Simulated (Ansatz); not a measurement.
# Coordination and ¹²⁷I quadrupole coupling in CsSnI3

Cell: a refined structure from the COD whose atoms were relaxed with PBE, the cell held.

Space group Pnma (No. 62); a = 10.3495, b = 4.7632, c = 17.6840 Å.

```csv
site,Wyckoff,site symmetry,x,y,z
Cs,4c,.m.,0.9144,0.7500,0.6705
Sn,4c,.m.,0.3415,0.2500,0.5610
I9,4c,.m.,0.5318,0.7500,0.6151
I13,4c,.m.,0.1632,0.7500,0.5003
I17,4c,.m.,0.2018,0.2500,0.7111
```

One atom of each set is listed.

The numbers come from a DFT calculation in Ansatz (r2SCAN, plane waves and PAW, scalar-relativistic, 500 eV cutoff, Γ-centred 3×6×2 k-points, Fermi–Dirac smearing 0.02 eV).

Q(¹²⁷I) = -688.2 mb.

Problem. Rank these I sites by |C_Q|, smallest first.
A. I13: 2 Sn at 3.20 Å, angle 96°
B. I17: 1 Sn at 3.02 Å
C. I9: 3 Sn at 3.24–3.38 Å

Solution. C (110 MHz, η = 0.65), A (364 MHz, η = 0.43), B (468 MHz, η = 0.31).

At I13 V_zz stands upright on the plane of its two bonds (within 6°). At I17 V_zz points along its bond to Sn (within 1°). Like point charges on the first shell alone (each adding as 1/d³) would give the same order, so the shape of the shell goes a long way to explain it.

Without spin–orbit coupling the gradients at and beside I can be off by some per cent, at some sites by more. With these PAW files V_zz is typically within 2 to 3 % of all-electron values, but misses above 10 % occur on I.
